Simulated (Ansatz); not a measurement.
# YGa2Au2, a known structure type with other elements, at an estimated volume

```
Y Ga Au
1.0
     0.00000    4.34483    0.00000
     4.34483    0.00000    0.00000
     2.17241    2.17241   -5.12401
Y Ga Au
1 2 2
Direct
  0.00000 0.00000 0.00000
  0.37500 0.37500 0.25000
  0.62500 0.62500 0.75000
  0.75000 0.25000 0.50000
  0.25000 0.75000 0.50000
```

Method: r2SCAN, no spin polarisation; PAW, plane waves to 500 eV, 8×8×8 Γ-centred mesh, fermi-dirac occupations (width 0.1 eV) (Ansatz 0.2.0), atoms fixed.

Q: Which atom feels the largest force, and which way?

A: The largest is on Ga2 (and as large on other atoms): 1.26 eV/Å, components (0.00, 0.00, 1.26). It makes 121° with the line to a nearest neighbour, Au4 at 2.52 Å.

Q: What happens at the Fermi level?

A: It is a metal, with about 2.2 states/eV a cell as the mean within 0.25 eV of the Fermi level, mostly Y d (40 %) and Ga p (34 %).

Q: Is the cell too large or too small?

A: The pressure is 2.9 GPa (compression positive), so with the atoms held at these fractions the cell would first expand; the forces are large, so a full relaxation may end otherwise. The principal stresses 0.0, 4.3, 4.3 GPa differ, so its shape would change too.

Q: Describe some of the short contacts.

A: Ga–Au at 2.52 Å: least valence density 0.41 e/Å³ and ELF 0.33 there. Ga–Ga at 2.56 Å: least valence density 0.34 e/Å³ and ELF 0.52 there. Y–Ga at 3.33 Å: least valence density 0.11 e/Å³ and ELF 0.14 there. These are pseudo-fields; inside the PAW spheres they differ from the all-electron ones.

Q: How is the charge shared?

A: Bader charges in e: Y +1.78, Ga +0.12, Au -1.02. In the mean Y gives up most and Au takes most.

Origin: a known structure type with other elements, at an estimated volume, so it need not be a known compound.
